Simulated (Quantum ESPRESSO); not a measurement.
pw.x input (Quantum ESPRESSO 7.5; LDA, PseudoDojo standard norm-conserving files, scalar-relativistic):

```
&CONTROL
  calculation = 'scf'
  pseudo_dir = './pseudo'
  outdir = './out'
  tprnfor = .true.
  tstress = .true.
/
&SYSTEM
  ibrav = 0
  nat = 6
  ntyp = 3
  ecutwfc = 84.0
  ecutrho = 336.0
  occupations = 'smearing'
  smearing = 'fd'
  degauss = 0.002
  nbnd = 20
/
&ELECTRONS
  conv_thr = 6e-10
/
ATOMIC_SPECIES
H 1.0080 H.upf
O 15.9990 O.upf
Cs 132.9055 Cs.upf
CELL_PARAMETERS angstrom
  2.161145000000  -5.691335000000   0.000000000000
  2.161145000000   5.691335000000   0.000000000000
  0.000000000000   0.000000000000   4.504270000000
ATOMIC_POSITIONS crystal
H   0.533010000000   0.466990000000   0.607600000000
H   0.466990000000   0.533010000000   0.107600000000
O   0.591660000000   0.408340000000   0.765420000000
O   0.408340000000   0.591660000000   0.265420000000
Cs   0.861630000000   0.138370000000   0.736690000000
Cs   0.138370000000   0.861630000000   0.236690000000
K_POINTS automatic
8 8 6 0 0 0
```

End of the output:

```

[...]
     the Fermi energy is     6.4034 ev
!    total energy              =    -162.35901398 Ry
     estimated scf accuracy    <          3.3E-10 Ry
     smearing contrib. (-TS)   =       0.00000000 Ry
     internal energy E=F+TS    =    -162.35901398 Ry
     The total energy is F=E-TS. E is the sum of the following terms:
     one-electron contribution =     -35.93314192 Ry
     hartree contribution      =      33.58169302 Ry
     xc contribution           =     -45.47126291 Ry
     ewald contribution        =    -114.53630217 Ry
     convergence has been achieved in  11 iterations
     Forces acting on atoms (cartesian axes, Ry/au):
     atom    1 type  1   force =     0.00000000    0.01283599   -0.01429332
     atom    2 type  1   force =     0.00000000   -0.01283599   -0.01429332
     atom    3 type  2   force =     0.00000000   -0.01070783    0.01639750
     atom    4 type  2   force =     0.00000000    0.01070783    0.01639750
     atom    5 type  3   force =     0.00000000   -0.00130288   -0.00210418
     atom    6 type  3   force =     0.00000000    0.00130288   -0.00210418
     Total force =     0.038954     Total SCF correction =     0.000016
     Computing stress (Cartesian axis) and pressure
          total   stress  (Ry/bohr**3)                   (kbar)     P=      -26.00
  -0.00017768  -0.00000000   0.00000000          -26.14       -0.00        0.00
   0.00000000  -0.00017679   0.00000000            0.00      -26.01        0.00
   0.00000000   0.00000000  -0.00017567            0.00        0.00      -25.84
```
In a gapped system the printed Fermi energy is only some level inside the gap.

Geometry of the Materials Project entry, not relaxed at this level.
